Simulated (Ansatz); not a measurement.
Nb₃In (A15 (Cr3Si type), Pm-3n), a = b = c = 5.308 Å, α = β = γ = 90.00°.

Relaxed with r²SCAN.

Task: Which orbitals make up the states near the Fermi level in DFT-r²SCAN in the program Ansatz with PAW potentials?

Result: Within 0.5 eV of the Fermi level: Nb 4d 85 %, In 5p 7 %. Projections are on Löwdin-orthogonalised atomic valence shells; empty p or d shells of many metals are not among them.

Task: Tabulate the density of states.

Result: States/eV per cell of 8 atoms, in 0.25 eV bins, energy from the Fermi level.

| E (eV) | total | Nb 4d | In 5p | Nb 5s |
|---|---|---|---|---|
| -7.85 | 0.64 | 0.02 | 0.02 | 0.35 |
| -7.60 | 0.84 | 0.05 | 0.03 | 0.43 |
| -7.35 | 1.10 | 0.10 | 0.04 | 0.50 |
| -7.10 | 1.48 | 0.20 | 0.06 | 0.57 |
| -6.85 | 2.17 | 0.43 | 0.07 | 0.66 |
| -6.60 | 4.95 | 1.47 | 0.09 | 0.89 |
| -6.35 | 3.94 | 1.47 | 0.04 | 0.36 |
| -6.10 | 0.24 | 0.08 | 0.00 | 0.01 |
| -5.85 | 0.00 | 0.00 | 0.00 | 0.00 |
| -5.60 | 0.00 | 0.00 | 0.00 | 0.00 |
| -5.35 | 0.00 | 0.00 | 0.00 | 0.00 |
| -5.10 | 0.00 | 0.00 | 0.00 | 0.00 |
| -4.85 | 0.00 | 0.00 | 0.00 | 0.00 |
| -4.60 | 0.41 | 0.13 | 0.13 | 0.12 |
| -4.35 | 2.50 | 0.85 | 0.70 | 0.67 |
| -4.10 | 6.80 | 2.94 | 1.68 | 1.45 |
| -3.85 | 3.70 | 1.61 | 0.96 | 0.76 |
| -3.60 | 1.70 | 0.83 | 0.42 | 0.31 |
| -3.35 | 2.22 | 1.25 | 0.54 | 0.32 |
| -3.10 | 7.70 | 4.94 | 1.58 | 0.86 |
| -2.85 | 7.27 | 5.02 | 1.31 | 0.66 |
| -2.60 | 8.45 | 6.67 | 1.11 | 0.44 |
| -2.35 | 6.18 | 4.97 | 0.82 | 0.23 |
| -2.10 | 9.81 | 8.07 | 1.18 | 0.26 |
| -1.85 | 13.92 | 11.31 | 1.58 | 0.43 |
| -1.60 | 11.35 | 9.21 | 1.47 | 0.27 |
| -1.35 | 7.75 | 6.48 | 0.82 | 0.19 |
| -1.10 | 8.39 | 7.38 | 0.47 | 0.28 |
| -0.85 | 2.00 | 1.75 | 0.10 | 0.07 |
| -0.60 | 6.01 | 5.29 | 0.31 | 0.14 |
| -0.35 | 13.11 | 11.37 | 0.91 | 0.26 |
| -0.10 | 10.03 | 8.46 | 0.74 | 0.36 |
| 0.15 | 12.43 | 10.28 | 1.01 | 0.51 |
| 0.40 | 3.01 | 2.55 | 0.24 | 0.08 |
| 0.65 | 2.26 | 2.06 | 0.08 | 0.03 |
| 0.90 | 3.08 | 2.82 | 0.11 | 0.03 |
| 1.15 | 3.70 | 3.35 | 0.18 | 0.03 |
| 1.40 | 4.62 | 4.19 | 0.22 | 0.05 |
| 1.65 | 4.73 | 4.30 | 0.21 | 0.07 |
| 1.90 | 4.76 | 4.32 | 0.21 | 0.09 |
| 2.15 | 5.12 | 4.62 | 0.22 | 0.11 |
| 2.40 | 6.72 | 6.07 | 0.29 | 0.12 |
| 2.65 | 9.59 | 8.76 | 0.39 | 0.13 |
| 2.90 | 9.67 | 8.93 | 0.33 | 0.15 |
| 3.15 | 11.11 | 9.88 | 0.57 | 0.26 |
| 3.40 | 9.51 | 8.25 | 0.46 | 0.36 |

The first step of the workflow began from a Materials Project structure, measured or hypothetical; the Crystallography Open Database files this formula in space group No. 223, but the cells were not matched. Whether it is the stable phase at ambient conditions was not checked. The cell was relaxed with r²SCAN under the symmetry of its start; its stability against distortions is not shown here. The run is not spin-polarised. Scalar-relativistic: spin–orbit coupling is off unless named, which matters more the heavier the elements.

Potentials: the earlier of the program's two PAW sets.
